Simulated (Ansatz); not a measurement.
TlPd₃ in space group I4/mmm (No. 139; Tl on 2a, Pd on 4d, Pd on 2b), a = 4.175 Å, b = 4.175 Å, c = 7.585 Å, α = 90.00°, β = 90.00°, γ = 90.00°; the cell used has 4 atoms.

Relaxed with r²SCAN.

Q: Tabulate the valence density and the electron localisation function along the shortest Tl–Pd contact (2.82 Å), r²SCAN (plane waves, PAW; program Ansatz).

A: 

```tsv
distance from Tl (Å)	density (e/Å³)	ELF
0.28	6.89	0.01
0.42	5.00	0.04
0.56	3.37	0.16
0.70	2.09	0.30
0.85	1.22	0.36
0.99	0.71	0.34
1.13	0.45	0.27
1.27	0.32	0.23
1.41	0.28	0.20
1.55	0.30	0.19
1.69	0.42	0.21
1.83	0.72	0.29
1.97	1.50	0.42
2.11	3.46	0.52
2.26	6.66	0.54
2.40	10.02	0.48
2.54	12.37	0.37
```

The density is the valence pseudo-density with augmentation charge, so density and ELF within about 1 Å of a nucleus are not all-electron values.

The workflow started from an entry of the Crystallography Open Database (COD). Its standing as an ambient phase is unchecked. The r²SCAN relaxation kept the symmetry of its start; its stability against distortions is not shown here. The run is not spin-polarised. Axis ratios of metals converge slowly with the k-mesh, so a and c are less sure than the volume. Spin–orbit coupling is left out wherever it is not named.

Potentials: the later of the program's two PAW sets.
